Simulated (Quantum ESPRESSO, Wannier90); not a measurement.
## Wannier functions of SrNiF₆ (R-3m)

Cell from Materials Project (mp-555718), symmetrised, no further relaxation. COD (Crystallography Open Database) has an entry of this formula and space group (matched by these alone). Computed values, not measurements, from PBEsol: Quantum ESPRESSO (norm-conserving PseudoDojo potentials, cutoff 79 Ry, no spin polarisation, no spin-orbit coupling) on a Γ-centred 4×4×4 mesh, then Wannier90. Density: 8×8×8 mesh, cold smearing 0.01 Ry.

On the energy scale of pw.x, whose zero is arbitrary, the valence-band maximum lies at 4.26 eV.

Input w.win:

```
num_bands = 1
num_wann = 1
exclude_bands = 2-54
num_iter = 800
conv_tol = 1.0e-6
conv_window = 4
write_hr = true
write_u_matrices = true
auto_projections = true
begin unit_cell_cart
ang
    3.5521298625    2.0508231323    2.2036670000
   -3.5521298625    2.0508231323    2.2036670000
    0.0000000000   -4.1016462646    2.2036670000
end unit_cell_cart
begin atoms_frac
Sr   0.5000000000  0.5000000000  0.5000000000
Ni   0.0000000000  0.0000000000  0.0000000000
F   -0.2779000000 -0.2779000000  0.0679500000
F    0.2779000000  0.2779000000 -0.0679500000
F    0.0679500000 -0.2779000000 -0.2779000000
F   -0.0679500000  0.2779000000  0.2779000000
F   -0.2779000000  0.0679500000 -0.2779000000
F    0.2779000000 -0.0679500000  0.2779000000
end atoms_frac
mp_grid = 4 4 4
begin kpoints
0.0000000000 0.0000000000 0.0000000000
0.0000000000 0.0000000000 0.2500000000
0.0000000000 0.0000000000 0.5000000000
... (61 more lines: the 4x4x4 mesh through Gamma)
end kpoints
```

Input of pw2wannier90.x that gives the overlap and projection files (equivalent; here they were cut from one run over all bands):

```
&inputpp
  outdir = './out'
  prefix = 'pwscf'
  seedname = 'w'
  write_amn = .true.
  write_mmn = .true.
  atom_proj = .true.
  atom_proj_exclude = 1 2 3 4 5 7 8 9 10 11 12 13 14 15 16 17 18 19 20 21 22 23 24 25 26 27 28 29 30 31 32 33 34 35 36 37 38 39
/
```

Output w.wout (banner and timings cut):

```
                                    ------
                                    SYSTEM
                                    ------

                              Lattice Vectors (Ang)
                    a_1     3.552130   2.050823   2.203667
                    a_2    -3.552130   2.050823   2.203667
                    a_3     0.000000  -4.101646   2.203667

                   Unit Cell Volume:      96.31951  (Ang^3)

                        Reciprocal-Space Vectors (Ang^-1)
                    b_1     0.884425   0.510623   0.950414
                    b_2    -0.884425   0.510623   0.950414
                    b_3     0.000000  -1.021246   0.950414

 *----------------------------------------------------------------------------*
 |   Site       Fractional Coordinate          Cartesian Coordinate (Ang)     |
 +----------------------------------------------------------------------------+
 | sr   1   0.50000   0.50000   0.50000   |    0.00000   0.00000   3.30550    |
 | ni   1   0.00000   0.00000   0.00000   |    0.00000   0.00000   0.00000    |
 | f    1  -0.27790  -0.27790   0.06795   |    0.00000  -1.41855  -1.07506    |
 | f    2   0.27790   0.27790  -0.06795   |    0.00000   1.41855   1.07506    |
 | f    3   0.06795  -0.27790  -0.27790   |    1.22850   0.70928  -1.07506    |
 | f    4  -0.06795   0.27790   0.27790   |   -1.22850  -0.70928   1.07506    |
 | f    5  -0.27790   0.06795  -0.27790   |   -1.22850   0.70928  -1.07506    |
 | f    6   0.27790  -0.06795   0.27790   |    1.22850  -0.70928   1.07506    |
 *----------------------------------------------------------------------------*
                                ------------
                                K-POINT GRID
                                ------------

             Grid size =  4 x  4 x  4      Total points =   64

 *---------------------------------- MAIN ------------------------------------*
 |  Number of Wannier Functions               :                 1             |
 |  Number of Objective Wannier Functions     :                 1             |
 |  Number of input Bloch states              :                 1             |
 |  Output verbosity (1=low, 5=high)          :                 1             |
 |  Timing Level (1=low, 5=high)              :                 1             |
 |  Optimisation (0=memory, 3=speed)          :                 3             |
 |  Length Unit                               :               Ang             |
 |  Post-processing setup (write *.nnkp)      :                 F             |
 |  Using Gamma-only branch of algorithms     :                 F             |
 *----------------------------------------------------------------------------*
 *------------------------------- WANNIERISE ---------------------------------*
 |  Total number of iterations                :               800             |
 |  Number of CG steps before reset           :                 5             |
 |  Trial step length for line search         :             2.000             |
 |  Convergence tolerence                     :         0.100E-05             |
 |  Convergence window                        :                 4             |
 |  Iterations between writing output         :                 1             |
 |  Iterations between backing up to disk     :               100             |
 |  Write r^2_nm to file                      :                 F             |
 |  Write xyz WF centres to file              :                 F             |
 |  Write on-site energies <0n|H|0n> to file  :                 F             |
 |  Use guiding centre to control phases      :                 F             |
 |  Use phases for initial projections        :                 F             |
 *----------------------------------------------------------------------------*
 *-------------------------------- PLOTTING ----------------------------------*
 |  Plotting Hamiltonian in WF basis          :                 T             |
 *----------------------------------------------------------------------------*

       ... (k-mesh section left out)

 Starting a new Wannier90 calculation ...

 Reading overlaps from w.mmn

 Reading projections from w.amn

 *------------------------------- WANNIERISE ---------------------------------*
 +--------------------------------------------------------------------+<-- CONV
 | Iter  Delta Spread     RMS Gradient      Spread (Ang^2)            |<-- CONV
 +--------------------------------------------------------------------+<-- CONV

 ------------------------------------------------------------------------------
 Initial State
  WF centre and spread    1  ( -0.000000,  0.000000, -0.000000 )     0.16892931
  Sum of centres and spreads ( -0.000000,  0.000000, -0.000000 )     0.16892931

      0     0.169E+00     0.0000000000        0.1689293066  <-- CONV
        O_D=      0.0000000 O_OD=      0.0000000 O_TOT=      0.1689293 <-- SPRD
 ------------------------------------------------------------------------------
      1     0.000E+00     0.0000000000        0.1689293066  <-- CONV
        O_D=      0.0000000 O_OD=      0.0000000 O_TOT=      0.1689293 <-- SPRD
      2     0.000E+00     0.0000000000        0.1689293066  <-- CONV
        O_D=      0.0000000 O_OD=      0.0000000 O_TOT=      0.1689293 <-- SPRD
      3     0.000E+00     0.0000000000        0.1689293066  <-- CONV
        O_D=      0.0000000 O_OD=      0.0000000 O_TOT=      0.1689293 <-- SPRD
      4     0.000E+00     0.0000000000        0.1689293066  <-- CONV
        O_D=      0.0000000 O_OD=      0.0000000 O_TOT=      0.1689293 <-- SPRD
             <<<     Delta < 1.000E-06  over  4 iterations     >>>
             <<< Wannierisation convergence criteria satisfied >>>
 Final State
  WF centre and spread    1  ( -0.000000,  0.000000, -0.000000 )     0.16892931
  Sum of centres and spreads ( -0.000000,  0.000000, -0.000000 )     0.16892931

         Spreads (Ang^2)       Omega I      =     0.168929307
        ================       Omega D      =     0.000000000
                               Omega OD     =     0.000000000
    Final Spread (Ang^2)       Omega Total  =     0.168929307
```
